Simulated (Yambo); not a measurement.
Cs2O (space group R-3m, No. 166), G0W0@PBEsol in Yambo with this input:

```
rim_cut
gw0
dyson
el_el_corr
HF_and_locXC
ppa
em1d
RandQpts= 1000000
RandGvec= 1 Ry
EXXRLvcs= 84 Ry
VXCRLvcs= 336 Ry
Chimod= "HARTREE"
% BndsRnXp
 1 | 141 |
%
NGsBlkXp= 7 Ry
% LongDrXp
 1.0 | 1.0 | 1.0 |
%
PPAPntXp= 27.2114 eV
% GbndRnge
 1 | 141 |
%
GTermKind= "BG"
DysSolver= "n"
ExtendOut
```

On a 4×4×4 mesh, with wavefunctions cut at 84 Ry, the gap (L → Γ) is 1.621 eV and the valence edge shifts by -0.499 eV.

**Question.** What happens with this change: 3 Ry block?

**Answer.** The gap falls by 0.091 eV, to 1.530 eV; the shift of the valence edge becomes -0.452 eV. Neither run is shown to be the converged limit.

Geometry relaxed with PBEsol; primitive cell a = b = c = 7.2857 Å, α = β = γ = 32.71°.

A shift is the quasiparticle energy of the state minus its PBEsol energy.
